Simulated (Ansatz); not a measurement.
Method: Ansatz, DFT PBE, scalar-relativistic, plane waves, PAW. Settings: cutoff 420 eV, Γ-centred meshes spaced at most about 0.3 Å⁻¹, and about 0.25 Å⁻¹ or finer for metals (2π included), Gaussian smearing. No spin polarisation in the final relaxations.

Temperature and zero-point effects are left out.

Two forms of GaIr2 were relaxed alike.

A.

Space group P4/mmm (No. 123). a = 2.854 Å, b = 2.854 Å, c = 5.767 Å, α = 90.00°, β = 90.00°, γ = 90.00°
```tsv
atom	site	symmetry	x	y	z
Ga	1a	4/mmm	0.0000	0.0000	0.0000
Ir	2h	4mm	0.5000	0.5000	0.2836
```

B.

Space group P6/mmm (No. 191). a = 4.364 Å, b = 4.364 Å, c = 2.775 Å, α = 90.00°, β = 90.00°, γ = 120.00°
```csv
atom,site,symmetry,x,y,z
Ga,1a,6/mmm,0.0000,0.0000,0.0000
Ir,2d,-6m2,0.3333,0.6667,0.5000
```

Question: Which form is favoured at zero pressure, and by what margin per atom?

Answer: B is lower, by 61 meV/atom. A has space group P4/mmm (No. 123), 15.7 Å³/atom and no gap on its mesh; B has space group P6/mmm (No. 191), 15.3 Å³/atom and no gap. Counting all near atoms (those within 1.25 times the shortest distance at each site; a plus sign parts nearer from farther groups), A has Ga 12, Ir 9 and B has Ga 14, Ir 3+8. Even the lower one lies +0.15 eV/atom against the reference forms of the elements (uncorrected), so neither is stable at this level. Both come from invented guesses.

Spin–orbit coupling, which can matter for Ir, is left out. Cells relaxed within their symmetry can be saddle points.
